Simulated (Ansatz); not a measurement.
SnSe₂ (started from an entry of an open crystallographic database), relaxed with r2SCAN+rVV10: it is trigonal, P-3m1 (No. 164); a = 3.825 Å, c = 6.227 Å in the conventional setting, 26.30 Å³ an atom. Around Sn lie 6 Se at 2.71 Å; around Se lie 3 Sn at 2.71 Å. One-shot G0W0@PBE in Ansatz on a 6×6×2 mesh (contour deformation, no spin-orbit coupling), from a PBE gap of 0.789 eV over the mesh points (the G0W0 gap is indirect on the mesh); the number N of bands summed and the screening cutoff rise together. Calculated for a static, non-magnetic cell.

| N | cutoff (eV) | 1000/N | G0W0 gap (eV) |
| --- | --- | --- | --- |
| 151 | 80 | 6.623 | 1.271 |
| 319 | 140 | 3.135 | 1.287 |

**Question.** Lay a straight line in 1000/N through these rows.

**Answer.** The slope is -0.0046 eV per unit of 1000/N and the intercept 1.301 eV.

**Question.** Predict the gap at N = 568 (210 eV).

**Answer.** 1.301 + (-0.0046) × 1.761 = 1.293 eV; the run gives 1.292 eV, -0.001 eV from the line.

**Question.** With that run's result added, what limit do the last two rows suggest?

**Answer.** Their slope is (1.292 − 1.287)/(1.761 − 3.135) = -0.0036, which meets 1/N = 0 at 1.30 eV, against 1.301 eV from the first line. The slope flattens, so the first line overshoots; the k mesh isn't extrapolated.

Spin-orbit coupling is left out, which matters wherever the heavy atoms make up the band edges.
